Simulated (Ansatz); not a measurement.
LaInO3:
```cif
data_In4La4O12
_chemical_formula_sum 'La4 In4 O12'
_space_group_name_H-M_alt 'Pnma'
_space_group_IT_number 62
_space_group_name_Hall '-P 2ac 2n'
_cell_length_a 5.94971
_cell_length_b 8.25075
_cell_length_c 5.73493
_cell_angle_alpha 90.000
_cell_angle_beta 90.000
_cell_angle_gamma 90.000
loop_
_atom_site_label
_atom_site_type_symbol
_atom_site_symmetry_multiplicity
_atom_site_Wyckoff_symbol
_atom_site_fract_x
_atom_site_fract_y
_atom_site_fract_z
_atom_site_occupancy
La1 La 4 c 0.44665 0.25000 0.48454 1
In1 In 4 b 0.00000 0.00000 0.50000 1
O1 O 4 c 0.04474 0.25000 0.61292 1
O2 O 8 d 0.19829 0.05974 0.19604 1
```

Relaxed with r²SCAN.

### Question
Which orbitals make up the states near the band edges in plane-wave PAW r²SCAN (Ansatz code)?

### Answer
Top 1 eV of the valence band: O 2p 90 %. Bottom 1 eV of the conduction band: In 5s 34 %, O 2s 20 %, O 2p 17 %, La 6s 14 %, La 4f 5 %. Projections are on Löwdin-orthogonalised atomic valence shells; empty p or d shells of many metals are not among them.

### Question
Tabulate the density of states.

### Answer
States/eV per cell of 20 atoms, in 0.25 eV bins, energy from the valence-band maximum.

```csv
E (eV),total,O 2p,La 4f,La 5d
-7.85,0.00,0.00,0.00,0.00
-7.60,0.00,0.00,0.00,0.00
-7.35,0.00,0.00,0.00,0.00
-7.10,0.00,0.00,0.00,0.00
-6.85,0.00,0.00,0.00,0.00
-6.60,0.00,0.00,0.00,0.00
-6.35,0.00,0.00,0.00,0.00
-6.10,0.14,0.09,0.00,0.00
-5.85,1.36,0.83,0.02,0.05
-5.60,2.01,1.23,0.02,0.10
-5.35,3.06,1.87,0.03,0.18
-5.10,3.91,2.38,0.03,0.28
-4.85,5.74,3.48,0.04,0.43
-4.60,5.09,3.16,0.03,0.42
-4.35,4.68,2.98,0.03,0.38
-4.10,3.30,2.16,0.02,0.26
-3.85,2.21,1.49,0.02,0.17
-3.60,1.01,0.71,0.01,0.09
-3.35,9.61,7.00,0.06,0.88
-3.10,10.50,7.68,0.06,0.96
-2.85,8.82,6.53,0.07,0.74
-2.60,15.14,11.23,0.12,1.69
-2.35,16.11,12.21,0.16,1.61
-2.10,17.33,13.41,0.22,1.25
-1.85,13.52,10.72,0.20,1.05
-1.60,23.17,18.89,0.35,2.00
-1.35,23.74,19.87,0.37,1.99
-1.10,23.50,20.33,0.44,1.47
-0.85,29.82,26.58,0.61,1.12
-0.60,30.39,27.63,0.53,0.74
-0.35,26.42,24.15,0.33,0.45
-0.10,7.42,6.79,0.07,0.09
0.15,0.00,0.00,0.00,0.00
0.40,0.00,0.00,0.00,0.00
0.65,0.00,0.00,0.00,0.00
0.90,0.00,0.00,0.00,0.00
1.15,0.00,0.00,0.00,0.00
1.40,0.00,0.00,0.00,0.00
1.65,0.00,0.00,0.00,0.00
1.90,0.00,0.00,0.00,0.00
2.15,0.00,0.00,0.00,0.00
2.40,0.00,0.00,0.00,0.00
2.65,0.00,0.00,0.00,0.00
2.90,0.00,0.00,0.00,0.00
3.15,0.00,0.00,0.00,0.00
3.40,0.00,0.00,0.00,0.00
3.65,0.17,0.03,0.00,0.00
3.90,0.45,0.08,0.01,0.01
4.15,0.79,0.13,0.04,0.03
4.40,1.01,0.17,0.08,0.04
4.65,1.22,0.19,0.17,0.06
4.90,2.15,0.29,0.48,0.15
5.15,3.76,0.33,1.61,0.34
5.40,61.94,0.92,53.78,4.23
5.65,121.02,2.02,111.92,4.92
5.90,40.22,1.39,35.86,1.29
6.15,10.50,1.15,3.48,3.14
6.40,19.01,1.90,3.50,9.94
6.65,16.77,1.98,2.20,9.31
6.90,13.56,1.84,1.04,8.27
```

The workflow started from a Materials Project entry (that database holds measured and hypothetical structures alike); the Crystallography Open Database files this formula in space group No. 62, but the cells were not matched. Whether it is the stable phase at ambient conditions was not checked. Symmetry was held in the r²SCAN relaxation; its stability against distortions is not shown here. Spin–orbit coupling is left out wherever it is not named.

Potentials: the later of the program's two PAW sets.
